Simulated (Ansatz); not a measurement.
An Ansatz (a program for electronic structure) run. Input:

Ansatz 0.2 input:
```yaml
crystal:
  lattice:
    - [0.0, 2.678269688, 2.678269688]
    - [2.678269688, 0.0, 2.678269688]
    - [2.678269688, 2.678269688, 0.0]
  atoms:
    - { symbol: S, position: [0.75, 0.75, 0.75] }
    - { symbol: Zn, position: [0.0, 0.0, 0.0] }
kpoints:
  mp_grid: { grid: [8, 8, 8] }
basis: { xc_grid: 2 }
hamiltonian:
  xc: pbesol
  pseudopotentials: { kind: paw }
scf:
  occupations: { method: fixed }
output:
  optics: { e_range: [0.0, 15.0], de: 0.05, sigma: 0.1, bands: { spectra_wanted_up_to: 12 eV } }
```

Output (shortened):

```
output.optics: the spectra are integrated over the Brillouin zone by k·p interpolation around the k-points, where levels, occupations, output.optics.sigma and …
Pseudopotential: S, paw, valence charge 6
Pseudopotential: Zn, paw, valence charge 12
Functional definition: PBEsol
Crystal: 2 atoms, lattice volume = 38.423 Å³
Basis set: ecut = 420 eV, 749 PW (Γ), exchange–correlation on 54×54×54 points (8 copies of the dense FFT grid, shifted against one another)
Bands: 13, of which v1, the nominal top of the filled ones, is band 9 counted from 1 (8 counted from 0)
Symmetry: 24 space group operations
Space group: F-43m (ITA 216), of the structure as read, at distance tolerance 3.4e-5 Å
k-points: 29 of 512 (time reversal used)
SCF iter   1: F=—  HF=-4167.444660 eV  |F-HF|=—  |Δ(HF+E_count)|=         —  Δρ=5.57e-3  dr2=1.38e-2  ethr=1.77e-3  ⟨swp⟩=5.1  Hψ=2039  notcnv=0  defer=50
preconditioner: auto → none
SCF iter   2: F=—  HF=-4167.440117 eV  |F-HF|=—  |Δ(HF+E_count)|=   4.54e-3  Δρ=8.96e-4  dr2=1.60e-4  ethr=7.64e-5  ⟨swp⟩=3.0  Hψ=932  notcnv=0  defer=54
SCF iter   3: F=—  HF=-4167.440144 eV  |F-HF|=—  |Δ(HF+E_count)|=   2.71e-5  Δρ=7.70e-4  dr2=1.24e-4  ethr=8.87e-7  ⟨swp⟩=2.0  Hψ=667  notcnv=0  defer=54
SCF iter   4: F=—  HF=-4167.440149 eV  |F-HF|=—  |Δ(HF+E_count)|=   4.88e-6  Δρ=2.40e-4  dr2=1.69e-5  ethr=6.91e-7  ⟨swp⟩=2.0  Hψ=636  notcnv=0  defer=31
SCF iter   5: F=—  HF=-4167.440153 eV  |F-HF|=—  |Δ(HF+E_count)|=   3.98e-6  Δρ=3.69e-5  dr2=3.17e-7  ethr=9.39e-8  ⟨swp⟩=2.0  Hψ=607  notcnv=0
SCF iter   6: F=—  HF=-4167.440155 eV  |F-HF|=—  |Δ(HF+E_count)|=   1.60e-6  Δρ=3.92e-6  dr2=3.19e-9  ethr=1.76e-9  ⟨swp⟩=2.0  Hψ=635  notcnv=0
SCF iter   7: F=-4167.440155 eV  HF=-4167.440155 eV  |F-HF|=1.82e-11  |Δ(HF+E_count)|=   4.79e-9  Δρ=1.59e-7  dr2=7.76e-12  ethr=1.00e-12  ⟨swp⟩=3.2  Hψ=1836  notcnv=0
SCF 1 converged in 7 iterations: F = -4167.440155 eV  dr2 = 7.76e-12
NSCF: frozen V_eff on 29 k-points
Optics k sum: 0 of 29 k-points
Optics k sum: 2 of 29 k-points
Optics k sum: 3 of 29 k-points
Optics k sum: 5 of 29 k-points
Optics k sum: 6 of 29 k-points
Optics k sum: 8 of 29 k-points
Optics k sum: 9 of 29 k-points
Optics k sum: 11 of 29 k-points
Optics k sum: 12 of 29 k-points
Optics k sum: 14 of 29 k-points
Optics k sum: 15 of 29 k-points
Optics k sum: 16 of 29 k-points
Optics k sum: 18 of 29 k-points
Optics k sum: 19 of 29 k-points
Optics k sum: 21 of 29 k-points
Optics k sum: 22 of 29 k-points
Optics k sum: 24 of 29 k-points
Optics k sum: 25 of 29 k-points
Optics k sum: 27 of 29 k-points
Optics k sum: 28 of 29 k-points
Optics k sum: 29 of 29 k-points
Optics k sum: 0 of 29 k-points
Optics k sum: 2 of 29 k-points
Optics k sum: 3 of 29 k-points
Optics k sum: 5 of 29 k-points
Optics k sum: 6 of 29 k-points
Optics k sum: 8 of 29 k-points
Optics k sum: 9 of 29 k-points
Optics k sum: 11 of 29 k-points
Optics k sum: 12 of 29 k-points
Optics k sum: 14 of 29 k-points
Optics k sum: 15 of 29 k-points
Optics k sum: 16 of 29 k-points
Optics k sum: 18 of 29 k-points
Optics k sum: 19 of 29 k-points
Optics k sum: 21 of 29 k-points
Optics k sum: 22 of 29 k-points
Optics k sum: 24 of 29 k-points
Optics k sum: 25 of 29 k-points
Optics k sum: 27 of 29 k-points
Optics k sum: 28 of 29 k-points
Optics k sum: 29 of 29 k-points
output.optics: what the bands over the 21 summed would add to eps1, eps2 and the energy-loss function is held between a lower and an upper bound (7 Lanczos …
SCF converged after 7 iterations
Free energy (F): -4167.440155 eV
Harris-Foulkes:  -4167.440155 eV  (|F-HF|=1.82e-11)
Internal energy: -4167.440155 eV  (E = F + TS)
E sigma→0 (E₀):  -4167.440155 eV
Fermi energy:    6.036137 eV
--- Per-component energies (eV) ---
  E_band       = 7.295364
  E_kinetic    = 238.641743
  E_local      = -2024.369382  (includes V_loc(G=0)·N_el)
  E_nonlocal   = 643.841963
  E_hartree    = 845.206120
  E_xc         = -232.134484
  E_vxc        = -140.341608  (∫ρ·V_xc dr)
  E_paw        = -2375.000420  (= ΣΔE_a)
  E_vpaw       = -400.889234  (= ΣTr[D̂ρ^β])
  E_aug_tail   = -0.000370  (compensation charges beyond the density's cutoff)
  E_ewald      = -1264.484629
  E_core_change = 0.859304  (= ΣΔE_core)
  E_smearing   =  0.000000  (= −TS)
  E_closure    =  0.000000  (closes the sum)
  Σ components = -4167.440155   (vs F -4167.440155, Δ=0.00e0)
  [band-id]    e_kinetic+e_local+e_nonlocal+2·e_hartree+e_vxc+e_vpaw+e_augmentation_tail = 7.295352   (vs E_band 7.295364, Δ=-1.14e-5)
--- Band table (eV; the first three rows and the last of 29) ---
  k-point 0: bands = ["-7.3077", "-0.4480", "-0.4480", "-0.4480", "0.0831", "0.0831", "6.0361", "6.0361", "6.0361", "8.1214", "12.2880", "12.2880", "12.2880"]
  k-point 1: bands = ["-7.1835", "-0.4508", "-0.4258", "-0.4258", "0.0812", "0.0812", "4.8765", "5.8791", "5.8791", "8.9578", "12.2039", "12.5514", "12.5514"]
  k-point 2: bands = ["-6.8577", "-0.4131", "-0.3771", "-0.3771", "0.0844", "0.0844", "3.0986", "5.5391", "5.5391", "9.4671", "12.8920", "12.9285", "12.9285"]
  k-point 28: bands = ["-5.9692", "-0.3212", "-0.1483", "0.0107", "0.0423", "0.5145", "1.2707", "3.1037", "3.1753", "11.5784", "12.1273", "13.8164", "14.0582"]
```

Cost: about 20 core-seconds (a rough figure) on shared cores.

Symmetry was held in the PBEsol relaxation.

Potentials: the later of the program's two PAW sets.

Ansatz is a plane-wave DFT program.
